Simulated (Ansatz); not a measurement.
Q: Each is relaxed and computed with plane-wave PAW PBE (Ansatz code). Which is the only metal?
(A) GeMo, I4_1md (Mo on 4a, Ge on 4a)
(B) NbN, I4_1md (Nb on 4a, N on 4a)
(C) GeSe, wurtzite
(D) SiGe, Pmma (Si on 2e, Si on 2f, Ge on 2e, Ge on 2f)

A: A, GeMo, I4_1md (Mo on 4a, Ge on 4a). GeMo: metal; SiGe: gap 0.37 eV (indirect); NbN: gap 0.32 eV (indirect); GeSe: gap 0.91 eV (indirect). Constructed cells (a structure type filled with these elements, in neither database checked): GeMo, I4_1md (Mo on 4a, Ge on 4a); NbN, I4_1md (Nb on 4a, N on 4a); GeSe, wurtzite. Typed or built starts, not in the databases checked: SiGe, Pmma (Si on 2e, Si on 2f, Ge on 2e, Ge on 2f). Not the usual ambient phase: NbN, I4_1md (Nb on 4a, N on 4a); GeSe, wurtzite. All cells were relaxed under the symmetry of their starts (and spin orders); stability against distortions was not tested throughout. Rows with no word on spin ran without spin polarisation. Scalar-relativistic: spin–orbit coupling is off unless named, which matters more the heavier the elements.

Potentials: the later of the program's two PAW sets.
